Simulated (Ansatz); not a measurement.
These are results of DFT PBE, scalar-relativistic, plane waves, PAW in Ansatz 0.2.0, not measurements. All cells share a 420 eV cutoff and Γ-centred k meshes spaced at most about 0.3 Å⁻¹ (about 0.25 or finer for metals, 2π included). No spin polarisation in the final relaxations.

Temperature and zero-point effects are left out.

Two forms of ZrSiRu₄ were relaxed alike.

A.

```xyz
6
Lattice="3.9809 0.0000 0.0000 0.0000 3.9809 0.0000 0.0000 0.0000 6.4415" Properties=species:S:1:pos:R:3 pbc="T T T"
Zr    0.0000    0.0000    0.0000
Si    1.9905    1.9905    3.2208
Ru    1.9905    0.0000    4.5875
Ru    0.0000    1.9905    1.8541
Ru    1.9905    0.0000    1.8541
Ru    0.0000    1.9905    4.5875
```

B.

```xyz
6
Lattice="0.0000 3.6111 3.6111 3.6111 0.0000 3.6111 3.6111 3.6111 0.0000" Properties=species:S:1:pos:R:3 pbc="T T T"
Zr    3.6111    3.6111    3.6111
Si    1.8055    1.8055    1.8055
Ru    6.3278    6.3278    6.3278
Ru    4.5054    4.5054    6.3278
Ru    4.5054    6.3278    4.5054
Ru    6.3278    4.5054    4.5054
```

Problem. Which would you expect to be lower, and how large is the difference?

Solution. B is lower, by 168 meV/atom. A has space group P4/mmm (No. 123), 17.0 Å³/atom and no gap on its mesh; B has space group F-43m (No. 216), 15.7 Å³/atom and no gap. Counting Ru or Zr atoms around Si (for each partner element, those within 1.25 times its shortest distance or 1.15 times the sum of covalent radii, where it is the nearest in units of that sum or under 1.3), A has Si 8 and B has Si 16. The denser one is the lower, and pressure would at first widen the difference. Even the lower one lies +0.05 eV/atom against the reference forms of the elements (uncorrected), so neither is stable at this level. Both come from invented guesses. A third cell relaxed alike, in P6/mmm, lies 216 meV/atom below the lower of the two.

Cells relaxed within their symmetry can be saddle points.
